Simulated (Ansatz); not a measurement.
# The equilibrium volume of TaSbSe, sorted by core time

Symmetry: P4/mmm, No. 123, tetragonal system. The conventional cell has a = 3.630 Å, b = 3.630 Å, c = 5.635 Å, α = 90.00°, β = 90.00°, γ = 90.00°. Ta (site symmetry 4/mmm) has 4 Se at 2.57 Å and 2 Sb at 2.82 Å as nearest neighbours. Sb (site symmetry 4/mmm) has 2 Ta at 2.82 Å as nearest neighbours. Around Se (site symmetry 4/mmm) lie 4 Ta at 2.57 Å.

The cell comes from a database or a generator and needn't be the stable form of this composition.

| rung | level | program and potentials | cutoff (eV) | k mesh | smearing | core time | chip | equilibrium volume (Å³/atom) | notes |
| --- | --- | --- | --- | --- | --- | --- | --- | --- | --- |
| GGA | BLYP | Ansatz, Ansatz PAW | 420 | 7 × 7 × 5 | fermi-dirac 0.05 | 10 s | AMD EPYC 9R45 Zen 5 | 26.21 | potentials made for PBE, which Ansatz adapts in part |
| GGA | revPBE | Ansatz, Ansatz PAW | 420 | 7 × 7 × 5 | fermi-dirac 0.05 | 13 s | Intel Xeon Platinum 8375C Ice Lake | 25.09 | potentials made for PBE, which Ansatz adapts in part |
| LDA | LDA | Ansatz, Ansatz PAW | 420 | 7 × 7 × 5 | fermi-dirac 0.05 | 16 s | Intel Xeon Platinum 8375C Ice Lake | 23.28 | potentials made for PBE, which Ansatz adapts in part |
| GGA | PBE | Ansatz, Ansatz PAW | 420 | 7 × 7 × 5 | fermi-dirac 0.05 | 16 s | Intel Xeon Platinum 8375C Ice Lake | 24.72 | - |
| GGA + dispersion | BLYP+D4 | Ansatz, Ansatz PAW | 420 | 7 × 7 × 5 | fermi-dirac 0.05 | 21 s | Arm Neoverse V2 | 25.22 | potentials made for PBE, which Ansatz adapts in part |
| GGA + dispersion | BLYP+D3(BJ) | Ansatz, Ansatz PAW | 420 | 7 × 7 × 5 | fermi-dirac 0.05 | 22 s | Arm Neoverse V2 | (a) | potentials made for PBE, which Ansatz adapts in part |

Times are single runs on shared hosts and different chips, so they are rough; meshes, cutoffs and the tasks' sizes weigh on the time. Task: relaxation of cell and atoms. All rows: no spin polarisation. Smearing widths are in eV. For a metal such meshes aren't converged. Meshes are those of the run's cell of 3 atoms unless a note names another. Relaxations start from the cell shown or near it and stop with a little pressure left. Runs on faulty files, with rough fits or with known faults for this quantity aren't shown. No row holds spin-orbit coupling.

Task: Estimate the value left out from the other rows.

Result: (a) 24.20 Å³/atom.
